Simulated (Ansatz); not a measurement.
BAs:
```cif
data_As4B4
_chemical_formula_sum 'B4 As4'
_space_group_name_H-M_alt 'Pnma'
_space_group_IT_number 62
_space_group_name_Hall '-P 2ac 2n'
_cell_length_a 6.53308
_cell_length_b 3.37897
_cell_length_c 5.62078
_cell_angle_alpha 90.000
_cell_angle_beta 90.000
_cell_angle_gamma 90.000
loop_
_atom_site_label
_atom_site_type_symbol
_atom_site_symmetry_multiplicity
_atom_site_Wyckoff_symbol
_atom_site_fract_x
_atom_site_fract_y
_atom_site_fract_z
_atom_site_occupancy
B1 B 4 c 0.16022 0.25000 0.40080 1
As1 As 4 c 0.33644 0.25000 0.10870 1
```

Relaxed with LDA.

**Question.** Decompose the optical modes at the zone centre into irreducible representations, and say which are infrared and Raman allowed.

**Answer.** Point group mmm: Γ_opt = 4Ag + 2Au + 2B1g + 3B1u + 4B2g + B2u + 2B3g + 3B3u. Infrared: B1u, B2u, B3u. Raman: Ag, B1g, B2g, B3g.

**Question.** Assign frequencies (DFPT, LDA (plane waves, PAW; program Ansatz); without the LO–TO term).

**Answer.** Ag 74, B3g 136, Au 143, B1g 155, B1u 215, B2g 235, Ag 249, B3u 277, B2g 323, B1u 510, Ag 542, B3u 562, B2g 578, Au 630, B1g 635, B2u 668, B3g 684, B3u 721, B1u 752, B2g 771, Ag 803 cm⁻¹.

Subscripts of B labels follow the axes of the standard setting.

The start of the workflow was typed in or built on a structure type; neither database checked (COD, Materials Project) lists it. It is not the phase usual at ambient conditions (space group No. 216). Symmetry was held in the LDA relaxation; whether a distortion lowers the energy is not shown. The volume moved by 23 % from the start of the relaxation. Its formation energy is positive at this level, so the cell may be metastable or incomplete.

Potentials: the earlier of the program's two PAW sets. The files were generated under PBE; for other functionals the program regenerates the frozen cores, and for LDA and PBEsol the local potential too.
